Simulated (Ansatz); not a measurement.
AgTiS2 in space group P-3m1 (No. 164; S on 2d, Ti on 1a, Ag on 1b) under volume change, DFT-r²SCAN+D4 in the program Ansatz with PAW potentials, shape and atoms relaxed at each volume.

```csv
V (Å³/atom),E − E(relaxed) (meV/atom),P (GPa)
15.721,50.3,11.37
16.239,21.0,6.90
16.757,…,…
17.276,0.0,0.00
17.794,4.4,-2.62
18.312,16.5,-4.82
18.831,…,…
```

Question: Fill in the missing entries.

Answer: 
- 16.757, E − E(relaxed) (meV/atom): 4.9
- 16.757, P (GPa): 3.15
- 18.831, E − E(relaxed) (meV/atom): 35.1
- 18.831, P (GPa): -6.65

Question: What does a third-order Birch–Murnaghan fit give for V₀, B₀ and B′?

Answer: V₀ = 17.28 Å³/atom, B₀ = 95.5 GPa, B′ = 4.9.

A made-up cell: these elements were put on the sites of a structure type; neither database checked (COD, Materials Project) lists it. Its standing as an ambient phase is unchecked. The r²SCAN+D4 relaxation kept the symmetry of its start; its stability against distortions is not shown here. No spin polarisation was allowed.

Potentials: the later of the program's two PAW sets.
